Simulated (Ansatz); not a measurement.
Relaxed-ion elastic tensor of MgGaNO in space group P3m1 (No. 156; Ga on 1b, Mg on 1c, O on 1b, N on 1c) in GPa (Voigt order), r²SCAN in the plane-wave PAW code Ansatz; density 4.41 g/cm³, 11.67 Å³ per atom.

```
      1     2     3     4     5     6
-  ----  ----  ----  ----  ----  ----
1   287   119  95.3   1.3   0.0   0.0
2   119   287  95.3  -1.3   0.0   0.0
3  95.3  95.3   223   0.0   0.0   0.0
4   1.3  -1.3   0.0  63.5   0.0   0.0
5   0.0   0.0   0.0   0.0  63.5   1.3
6   0.0   0.0   0.0   0.0   1.3  84.0
```

Q: Is the crystal mechanically stable?

A: Yes: the smallest eigenvalue of C is 63.4 GPa.

Q: Work out the Voigt, Reuss and Hill averages.

A: K_V = 157, K_R = 154, K_H = 155; G_V = 74.6, G_R = 73.1, G_H = 73.9 GPa.

Q: Give Young's modulus, Poisson's ratio, Pugh's ratio and the universal anisotropy index.

A: E = 9KG/(3K + G) = 191 GPa; ν = 0.29; K/G = 2.10 (ductile by the Pugh limit of 1.75); A_U = 5G_V/G_R + K_V/K_R − 6 = 0.13.

Q: Estimate the sound speeds and the Debye temperature.

A: v_l = √((K + 4G/3)/ρ) = 7580 m/s, v_t = √(G/ρ) = 4090 m/s, mean 4570 m/s; Θ = (h/k)(3n/4πV)^(1/3) v_m = 599 K.

Q: Solve the Christoffel equation for the three sound speeds along x, y, z.

A: Eigenvalues of C_ijkl n_j n_l equal ρv² (piezoelectric stiffening left out). In km/s, slowest first: x 3.79, 4.36, 8.06; y 3.79, 4.36, 8.06; z 3.79, 3.79, 7.10.

Q: How much does each axis shrink under pressure?

A: Linear compressibilities β_i = Σ_j S_ij (j = 1 to 3): x 1.8, y 1.8, z 3.0 per TPa.

The start of the workflow was typed in or built on a structure type; neither database checked (COD, Materials Project) lists it. Whether it is the stable phase at ambient conditions was not checked. The r²SCAN relaxation kept the symmetry of its start; its stability against distortions is not shown here. The volume moved by -18 % from the start of the relaxation.

Potentials: the earlier of the program's two PAW sets. The files were generated under PBE; for other functionals the program regenerates the frozen cores, and for LDA and PBEsol the local potential too.
